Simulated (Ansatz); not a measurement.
MoRu (rock salt, Fm-3m), DFT-r²SCAN in the program Ansatz with PAW potentials, all energies at zero smearing, with the estimated change up to a 700 eV cutoff added, with one set of potentials and settings (totals compare only within such a set). Cell of 2 atoms (1 Ru, 1 Mo): -10856.504 eV.

```csv
element,reference phase,E (eV/atom)
Ru,"P6_3/mmc, 2 atoms in the cell",-5890.7039
Mo,"Im-3m, 1 atoms in the cell",-4967.5975
```

Formation energy per atom, worked out: (-10856.504 − 1×(-5890.7039) − 1×(-4967.5975))/2 = 0.899 eV/atom (87 kJ per mol of atoms), at 0 K, without zero-point energy or fitted corrections.

The start of the workflow was typed in or built on a structure type; neither database checked (COD, Materials Project) lists it. Whether it is the stable phase at ambient conditions was not checked. Symmetry was held in the r²SCAN relaxation. At this level the phase is mechanically unstable. The run is not spin-polarised. Its formation energy is positive at this level, so the cell may be metastable or incomplete. The references are the lowest solids computed at this level, not always the standard phases.

Potentials: the later of the program's two PAW sets.
